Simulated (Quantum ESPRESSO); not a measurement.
Ta3AgInAl2Mg, a curve over one atom's position

A calculation, not a measurement. The program is pw.x of Quantum ESPRESSO 7.5 (plane-wave density functional theory). The cell is made up: eight metal atoms on a hexagonal close-packed lattice, with elements, volume, strain and displacements drawn at random and not relaxed, so it may be unstable or far from any real phase. PseudoDojo standard norm-conserving files set the functional (PBE unless stated); there is no spin polarisation or spin-orbit coupling, the Fermi-Dirac width of 0.25 eV means electrons at about 2900 K, and the masses in the input are unused placeholders. Heavy elements are run without spin-orbit coupling, which real alloys of them have. A spin test at this wide smearing found no moment, but such smearing suppresses magnetism that the real alloy may have.

Seven runs move atom 3 (In, counted in the order of the input) along y and keep all else fixed.

Input of the run at +0.0434:

```
&control calculation='scf', pseudo_dir='./dojo.nc.sr.pbe.v0_5.standard.upf', outdir='./o', disk_io='minimal', tprnfor=.true., tstress=.true. /
&system ibrav=0, nat=8, ntyp=5, nbnd=56, ecutwfc=84.00895049, nosym=.true., tot_charge=0,
 occupations='smearing', smearing='fd', degauss=0.0183746611
/
&electrons conv_thr=1.470e-08, electron_maxstep=70, mixing_beta=0.5 /
ATOMIC_SPECIES
Ag 1.0 Ag.upf
Al 1.0 Al.upf
In 1.0 In.upf
Mg 1.0 Mg.upf
Ta 1.0 Ta.upf
CELL_PARAMETERS angstrom
-3.0873 0.0 0.0
0.0 5.3474 0.0
1.5437 -2.6737 -9.6428
ATOMIC_POSITIONS angstrom
Ta -0.0203 0.0553 -0.1031
Ag -0.0197 1.7063 -2.4486
In -0.0302 -0.0263 -4.7333
Al -0.0123 1.8397 -7.1765
Mg -1.5092 2.8168 -0.1222
Ta -1.5602 4.4482 -2.4979
Ta -1.5951 2.6973 -4.7819
Al -1.5576 -0.8728 -7.1966
K_POINTS automatic
8 5 3 1 1 1
```

```
shift of atom 3 along y (Å)  free energy less that of the input shown (eV)  Fx on atom 3 (eV/Å)  Fy on atom 3 (eV/Å)  Fz on atom 3 (eV/Å)  pressure (GPa)  iterations
                    -0.1142                                         0.1480               -0.001                1.463               -1.429           -5.29          15
                    -0.0999                                         0.1277                0.000                1.366               -1.412           -5.37          15
                    -0.0439                                         0.0617                0.001                0.993               -1.344           -5.64          15
                    +0.0434                                         0.0000                0.000                0.421               -1.238           -5.91          15
                    +0.0645                                        -0.0074               -0.001                0.281               -1.212           -5.95          15
                    +0.1134                                        -0.0131               -0.003               -0.049               -1.156           -5.99          15
```

Question: one run is left out of the table, at -0.0693. Estimate its Fy on atom 3 (eV/Å).

Answer: 1.161. The whole row:

```
shift of atom 3 along y (Å)  free energy less that of the input shown (eV)  Fx on atom 3 (eV/Å)  Fy on atom 3 (eV/Å)  Fz on atom 3 (eV/Å)  pressure (GPa)  iterations
                    -0.0693                                         0.0891                0.000                1.161               -1.375           -5.53          15
```

A cubic fit gives dFy/dy = -6.55 eV/Å² at zero shift. Across the table the energy follows minus the integral of the force to 0.1 meV. A rerun of one of the cells at a higher cutoff and on a denser mesh moved values by no more than 0.003 eV in energy, 0.14 GPa in stress and 0.007 eV/Å in force, and a second program with other atomic files agreed on that cell to 2 % rms in force and 0.5 GPa in pressure.